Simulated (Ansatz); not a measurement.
SrAl$_{2}$H$_{2}$ in space group P-3m1 (No. 164; H on 2d, Al on 2d, Sr on 1a) at seven volumes, r²SCAN (plane waves, PAW; program Ansatz), shape and atoms relaxed at each. One row is withheld.

```tsv
V (Å³/atom)	P (GPa)
15.364	4.54
15.870	?
16.377	1.35
16.883	0.00
17.390	-1.19
17.896	-2.24
18.403	-3.16
```

Q: Fit the shown pressures and predict the withheld one.

A: P = (3/2)B₀(x^(7/2) − x^(5/2))[1 + (3/4)(B′ − 4)(x − 1)] with x = (V₀/V)^(2/3). Least squares on the six rows gives V₀ = 16.884 Å³/atom, B₀ = 41.9 GPa, B′ = 2.99. At V = 15.870, x = 1.0422 and P = 2.84 GPa. The run itself gave 2.86 GPa.

The workflow started from an entry of the Crystallography Open Database (COD). Whether it is the stable phase at ambient conditions was not checked. Symmetry was held in the r²SCAN relaxation; its stability against distortions is not shown here.

Potentials: the later of the program's two PAW sets.
